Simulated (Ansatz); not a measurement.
**Tetragonal deformation path in Ir**

The calculation used DFT PBEsol, scalar-relativistic, plane waves, PAW (Ansatz 0.2.0). The runs took a 420 eV cutoff, a Γ-centred 30×30×30 mesh and Gaussian smearing (0.15 eV). Spin–orbit coupling is left out, which can shift energies with elements as heavy as these. No spin polarisation. Energies are free energies at this smearing, counted from the undisturbed cell; pressure is positive in compression.

The undisturbed cell (relaxed at this level; with this scan's settings it stands at 0.1 GPa):

```
Ir
1.0
     0.00000    1.91512    1.91512
     1.91512    0.00000    1.91512
     1.91512    1.91512    0.00000
Ir
1
Direct
  0.00000 0.00000 0.00000
```

At fixed volume and fractional coordinates, lengths along (0.000, 0.000, 1.000) are scaled against those across it; ρ is that ratio over its starting value. The cell is metallic on the mesh throughout. At ρ = 0.707 the cell becomes cubic (Im-3m), and there the slope of the energy vanishes by symmetry.

Question: Over the sampled range (0.707 to 1.414), is the undisturbed cell the lowest point?

Answer: Yes, every other sampled point lies higher.

The scan:

| ρ | ΔE (meV/atom) |
| --- | --- |
| 0.707 | 694.9 |
| 0.780 | 523.2 |
| 0.850 | 262.1 |
| 1.000 | 0.0 |
| 1.200 | 370.1 |
| 1.414 | 1171.2 |

Cost: 6 runs of about 4.1 core-minutes in all, on Intel Xeon Processor @ 2.50GHz (Skylake/Cascade Lake) (shared hosts).